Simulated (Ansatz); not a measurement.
Mg2SO as one 4-atom ordering (P4/mmm) on the rocksalt lattice, relaxed with r2SCAN in Ansatz. It is tetragonal, P4/mmm (No. 123); conventional cell a = 3.408 Å, c = 4.761 Å, 13.83 Å³ an atom. O is surrounded by 6 Mg at 2.38–2.41 Å; Mg is surrounded by 2 O at 2.38 Å and 4 S at 2.41 Å; S is surrounded by 6 Mg at 2.38–2.41 Å; Mg is surrounded by 2 S at 2.38 Å and 4 O at 2.41 Å.

The axes x, y and z are those of this cell:
```yaml
crystal:
  lattice:
    - [3.40839, 0.00000, 0.00000]
    - [0.00000, 3.40839, 0.00000]
    - [0.00000, 0.00000, 4.76112]
  atoms:
    - { symbol: O, position: [0.00000, 0.00000, 0.00000] }
    - { symbol: Mg, position: [0.00000, 0.00000, 0.50000] }
    - { symbol: S, position: [0.50000, 0.50000, 0.50000] }
    - { symbol: Mg, position: [0.50000, 0.50000, 0.00000] }
```

Unstrained: The PBE gap is direct at Γ: 3.187 eV. With r2SCAN the gap is 3.975 eV and direct, at Γ. The HSE06 gap is direct at Γ: 4.512 eV. Meshes: PBE 8×8×6, r2SCAN 8×8×6, HSE06 6×6×4. Strains are changes of length per length. After each strain the atoms were relaxed again with r2SCAN within the symmetry that the strain leaves, so tilts or polar shifts that break it weren't tested; points keep the names that they have in the unstrained zone. These are computed values for a spin-unpolarised cell that may be hypothetical; none is a measurement.

**Question.** For epitaxial +5.55 % in the xy plane, how far does the free direction move, and what happens to the gap?

**Answer.** The normal strain at zero normal stress is -2.66 %, 0.48 of the in-plane strain with the sign turned. PBE: the gap goes from 3.187 to 2.803 eV (-0.384 eV); with r2SCAN the top three valence levels at Γ, grouped 2+1 from the top over 51 meV, become 2+1 over 340 meV. r2SCAN: the gap goes from 3.975 to 3.594 eV (-0.381 eV). HSE06: the gap goes from 4.512 to 4.096 eV (-0.416 eV).

**Question.** Apply uniaxial +5.85 % along z, other directions held. How far does the gap move, against the unstrained cell?

**Answer.** PBE: the gap goes from 3.187 to 2.665 eV (-0.522 eV); with r2SCAN the top three valence levels at Γ, grouped 2+1 from the top over 51 meV, become 1+2 over 125 meV. r2SCAN: the gap goes from 3.975 to 3.432 eV (-0.543 eV). HSE06: the gap goes from 4.512 to 3.961 eV (-0.551 eV). The r2SCAN energy rises by 24.3 meV an atom.

The meshes of the hybrids are coarse, so their gaps aren't converged to the digits shown.

The splittings at Γ are without spin-orbit coupling, which regroups them where it is of like size or larger.
